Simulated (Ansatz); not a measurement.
# Bi2Te3: stiffness from a series of strains

```yaml
crystal:
  lattice:
    - [2.19300, 1.26613, 10.16567]
    - [-2.19300, 1.26613, 10.16567]
    - [0.00000, -2.53226, 10.16567]
  atoms:
    - { symbol: Bi, position: [0.40000, 0.40000, 0.40000] }
    - { symbol: Bi, position: [0.60000, 0.60000, 0.60000] }
    - { symbol: Te, position: [0.00000, 0.00000, 0.00000] }
    - { symbol: Te, position: [0.20950, 0.20950, 0.20950] }
    - { symbol: Te, position: [0.79050, 0.79050, 0.79050] }
```

Atom numbers follow the list: Bi1, Bi2, Te3, Te4, Te5.

The cell is COD entry 9011962, as deposited and not checked against the literature; nothing was relaxed.

Spin–orbit coupling is left out, though it moves levels of the heavy atoms by tenths of an eV or more.

Computed with DFT, PBEsol, all-electron LAPW, scalar-relativistic in Ansatz 0.2.0.

Settings: a Γ-centred 7×7×7 k mesh, Fermi–Dirac smearing of 0.08 eV, basis error target 1 meV/atom, no spin polarisation.

The strain is applied along the Cartesian axes of the cell as listed (the other components stay zero). Fractional coordinates are held (clamped ions).

σ is the change of stress from the unstrained cell, which is at -0.58 GPa; tension is positive, so slopes are stress–strain coefficients at that pressure.

Only quantities that a quadratic follows smoothly over the whole series are listed; rougher ones are left out.

```tsv
εzz	σzz (GPa)	σxx (GPa)
-0.0300	-2.43	-1.38
-0.0200	-1.59	-0.88
-0.0100	-0.78	-0.43
0.0000	0.00	0.00
0.0100	0.76	0.40
0.0300	2.20	1.10
```

Task: Fit the series and read off the stiffness at zero strain.

Result: Least-squares fits y = p0 + p1 x + p2 x² to the rows give σzz (GPa): p1 = 77.1, p2 = -130; σxx (GPa): p1 = 41.3, p2 = -160. So C33 = 77 GPa and C13 = 41 GPa, for these axes.

Task: One run, at εzz = 0.0200, is withheld. Predict its row.

Result: The fits give 1.49, 0.77; the run gave 1.49, 0.76.
